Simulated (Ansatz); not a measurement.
Values for one crystal, relaxed and computed with DFT-PBE+D3(BJ) in the program Ansatz with PAW potentials; other levels are named.

| Quantity | Result |
|---|---|
| Volume per atom | 14.71 Å³ |
| Electronic character | metallic (no gap) |
| Debye temperature from the elastic constants | 301 K |
| Bulk modulus (Birch–Murnaghan fit) | 193 GPa |
| Young's modulus | 158 GPa |
| Elastic constants (relaxed ions, GPa) | C11 = 236, C12 = 173, C44 = 87.4 |
| Density of states at the Fermi level | 2.4 states/eV per atom (mean over ±0.08 eV) |

Question: Which compound is it?
A) Tl, hcp (Mg type)
B) V, bcc (W type)
C) Li, bcc (W type)
D) Pd, fcc (Cu type)

Answer: D, Pd, fcc (Cu type)

Space group Fm-3m (fcc (Cu type)). The cell was relaxed with PBE+D3(BJ) under the symmetry of its start. The run is not spin-polarised. The pairwise dispersion correction was not fitted to metals. As this level gives no gap, shear constants depend on the k-mesh and smearing (Fermi–Dirac, 0.1 eV here). On the denser mesh and wider smearing of the elastic run this cell carries a stress of 0.4 GPa. Scalar-relativistic: spin–orbit coupling is off unless named, which matters more the heavier the elements.

Potentials: the later of the program's two PAW sets.
